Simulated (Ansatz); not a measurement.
Cu3Sb in space group P6/mmm (No. 191; Sb on 1a, Cu on 1b, Cu on 2c) under volume change, plane-wave PAW PBE (Ansatz code), shape and atoms relaxed at each volume.

```json
[
 {"V (Å³/atom)": "20.032", "E − E(relaxed) (meV/atom)": "39.9", "P (GPa)": "7.15"},
 {"V (Å³/atom)": "20.693", "E − E(relaxed) (meV/atom)": "16.5", "P (GPa)": "4.31"},
 {"V (Å³/atom)": "21.353", "E − E(relaxed) (meV/atom)": "3.8", "P (GPa)": "1.92"},
 {"V (Å³/atom)": "22.014", "E − E(relaxed) (meV/atom)": "0.0", "P (GPa)": "0.00"},
 {"V (Å³/atom)": "22.674", "E − E(relaxed) (meV/atom)": "3.1", "P (GPa)": "-1.42"},
 {"V (Å³/atom)": "23.335", "E − E(relaxed) (meV/atom)": "11.4", "P (GPa)": "-2.59"},
 {"V (Å³/atom)": "23.995", "E − E(relaxed) (meV/atom)": "24.3", "P (GPa)": "-3.71"}
]
```

Task: What does a third-order Birch–Murnaghan fit give for V₀, B₀ and B′?

Result: V₀ = 22.04 Å³/atom, B₀ = 55.9 GPa, B′ = 6.2.

The start of the workflow was typed in or built on a structure type; neither database checked (COD, Materials Project) lists it. Its standing as an ambient phase is unchecked. The cell was relaxed with PBE under the symmetry of its start; its stability against distortions is not shown here. No spin polarisation was allowed. Its formation energy is positive at this level, so the cell may be metastable or incomplete. Scalar-relativistic: spin–orbit coupling is off unless named, which matters more the heavier the elements.

Potentials: the later of the program's two PAW sets.
